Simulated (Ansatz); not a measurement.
One crystal and one scan (scan of one atom of the cell) at two levels, r2SCAN (plane waves to 500 eV, PAW, scalar-relativistic; Ansatz, a quantum-chemistry and plane-wave program) and PBE (plane waves to 420 eV, PAW, scalar-relativistic; Ansatz), each from its own relaxed cell and on its own mesh. The cell shown is that of r2SCAN.

Starting cell, ZnO (wurtzite):

```yaml
crystal:
  lattice:
    - [3.23518, 0.00000, 0.00000]
    - [-1.61759, 2.80175, 0.00000]
    - [0.00000, 0.00000, 5.21141]
  atoms:
    - { symbol: Zn, position: [0.66667, 0.33333, 0.00241] }
    - { symbol: Zn, position: [0.33333, 0.66667, 0.50241] }
    - { symbol: O, position: [0.66667, 0.33333, 0.62279] }
    - { symbol: O, position: [0.33333, 0.66667, 0.12279] }
```

In each cell atom 4 (O, nearest neighbour Zn at 1.970 Å; its periodic images, 3.2 Å or more away, move with it) moves by s·(1.000, 0.000, 0.000) (along Cartesian x), the rest being held.

E stands for the smeared free energy. ZnO was relaxed with its symmetry unable to fall. Percentages come from the unrounded values. Both scans cover s from -0.200 to 0.200 Å.

Results of r2SCAN:

| Quantity | Value |
|---|---|
| Lattice constant a (Å) | 3.235 |
| Lattice constant c (Å) | 5.211 |
| Relaxed volume (Å³/atom) | 11.81 |
| Band gap of the relaxed cell, no spin-orbit coupling (eV) | 1.24 |
| Energy at s = 0.200 Å (meV/cell) | 177.7 |
| Force along the line at s = -0.200 Å (eV/Å) | 1.870 |
| Force constant k = d²E/ds² at s = 0 (finite differences) (eV/Å²) | 8.42 |
| Symmetry of the curve | even: the same for both signs |
| Shape of the curve | a single well with its minimum at or next to zero displacement |

Task: Estimate the PBE values.

Result: 
| quantity | PBE | r2SCAN − PBE |
|---|---|---|
| Lattice constant a (Å) | 3.280 | -0.045 (-1.4 %) |
| Lattice constant c (Å) | 5.293 | -0.082 (-1.5 %) |
| Relaxed volume (Å³/atom) | 12.33 | -0.52 (-4.2 %) |
| Band gap of the relaxed cell, no spin-orbit coupling (eV) | 0.74 | +0.50 (+66 %) |
| Energy at s = 0.200 Å (meV/cell) | 150.2 | +27.5 (+18 %) |
| Force along the line at s = -0.200 Å (eV/Å) | 1.582 | +0.288 (+18 %) |
| Force constant k = d²E/ds² at s = 0 (finite differences) (eV/Å²) | 7.11 | +1.31 (+19 %) |

r2SCAN gives the higher value for: band gap of the relaxed cell, no spin-orbit coupling; energy at s = 0.200 Å; force along the line at s = -0.200 Å; force constant k = d²E/ds² at s = 0. r2SCAN gives the lower value for: lattice constant a; lattice constant c; relaxed volume. Both give the same symmetry of the curve: even: the same for both signs. Neither level is exact: the differences show how much the result hangs on the functional.

(A displaced cell: forces are minus the slopes of the energy, force constants its curvatures, and phonons follow from these.)
